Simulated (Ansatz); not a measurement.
## TiCo: Contact hyperfine fields

Cell: a Materials Project structure (computed, not necessarily an observed phase), atoms as given.

```
Ti Co
1.0
     2.98611    0.00000    0.00000
     0.00000    2.98611    0.00000
     0.00000    0.00000    2.98611
Ti Co
1 1
Direct
  0.00000 0.00000 0.00000
  0.50000 0.50000 0.50000
```

Atom numbers follow the list; atoms alike are taken as one site, whose name carries the number of the first.

The numbers come from a DFT calculation in Ansatz (r2SCAN, plane waves and PAW, scalar-relativistic, collinear spin, 500 eV cutoff, Γ-centred 11×11×11 k-points, Fermi–Dirac smearing 0.05 eV). Start moments as typed (μB): 2 on each Co, none on the rest.

B_c = (2μ₀/3)μB(ρ↑ − ρ↓), with the spin density averaged over the Thomson radius around the nucleus, 7.77 T per e/Å³, positive along the up direction of the run. The valence column is what the valence and semicore waves of the PAW files give as listed; the rest comes from solving these waves and the inner shells again in each spin's potential.

Q: Give the site moments and the Fermi-contact fields.

A: The cell's net moment is 0.92 μB; the site moments, counted in spheres around the atoms, add up to 1.16 μB, and the difference lies between the spheres. One atom of each set is listed.

| site | atom | m (μB) | B_c (T) | valence column (T) | rest (T) |
| --- | --- | --- | --- | --- | --- |
| Ti | 1 | -0.25 | -4.1 | -7.4 | 3.3 |
| Co | 2 | 1.41 | 18.7 | 48.2 | -29.5 |

On Co the field amounts to 13.3 T per μB of the site's moment.

The program didn't check the stability of this electronic state in full, so a lower one may lie near. The magnetic order is the one that the run reached from its start moments, not necessarily the measured one. The run finds no gap above 0.1 eV, so moments and fields hang on the k-mesh and the smearing. Semilocal functionals underestimate the core's part of the field; in a metal the conduction electrons' part and a positive orbital field can offset that, so a measured field can be larger or smaller. Orbital and dipolar fields are left out.
